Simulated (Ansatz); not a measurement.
# HoAuF₄: rattling a relaxed structure

The structure comes from a generated guess, relaxed at this level; another structure or a mixture of phases may lie lower.

Method: DFT PBE, scalar-relativistic, plane waves, PAW, and for the lanthanide a 4f-in-core norm-conserving potential, in Ansatz. Plane waves to 690 eV, a k mesh through Γ of 6×6×4 on the computed 6-atom cell and Gaussian smearing (0.02 eV); no spin polarisation.

The cell below (6 atoms, space group P6/mmm (No. 191)) is relaxed within its symmetry.

```
Ho Au F
1.0
     4.02794    0.00000    0.00000
    -2.01397    3.48830    0.00000
     0.00000    0.00000    8.34062
Ho Au F
1 1 4
Direct
  0.00000 0.00000 0.50000
  0.00000 0.00000 0.00000
  0.33333 0.66667 0.50000
  0.66667 0.33333 0.50000
  0.00000 0.00000 0.75812
  0.00000 0.00000 0.24188
```

For the test a repeat of it with 12 atoms (edges 4.03, 6.98, 8.34 Å) was strained at random (σ = 1.5 % a component), the atoms were moved at random (σ = 0.15 Å), and all was relaxed again on a coarse 4×2×2 mesh (in the run’s order of axes) with 0.10 eV smearing, with no symmetry imposed.

Spin–orbit coupling, which can matter for Au, is left out.

Question: Is the structure stable against such a distortion?

Answer: It doesn't return. The energy falls by 31 meV/atom on that mesh, the volume changes by -5.1 %, and the end has space group P2_1/m (No. 11) at a loose tolerance. Relaxed again on a 4×8×4 mesh with 0.02 eV smearing, the new structure lies 31 meV/atom below the first (mesh in the axes of the run's cell; the cell below is made exact in the group named). Space group P2_1/m (No. 11), monoclinic, a = 6.815 Å, b = 3.929 Å, c = 8.310 Å, β = 92.1°. Ho has 5 F at 2.14–2.23 Å and 3 F at 2.41–2.43 Å; around Au lie 2 F at 2.04 Å; F on its first site has 2 Ho at 2.23 Å, 1 Ho at 2.41 Å and 3 F at 2.44–2.47 Å; F on its second site is surrounded by 1 Ho at 2.23 Å, 2 Ho at 2.43 Å and 3 F at 2.47–2.52 Å; 2 more sites not described.

```
Ho Au F
1.0
     6.81545    0.00000    0.00000
     0.00000    3.92949    0.00000
    -0.30000    0.00000    8.30438
Ho Au F
2 2 8
Direct
  0.24843 0.25000 0.98907
  0.75157 0.75000 0.01093
  0.32371 0.25000 0.49155
  0.67629 0.75000 0.50845
  0.39880 0.75000 0.02216
  0.94488 0.25000 0.08198
  0.60120 0.25000 0.97784
  0.05512 0.75000 0.91802
  0.31794 0.25000 0.24634
  0.71488 0.75000 0.26582
  0.28512 0.25000 0.73418
  0.68206 0.75000 0.75366
```

The lanthanide is trivalent by construction, without f bands, f moments or other valences.
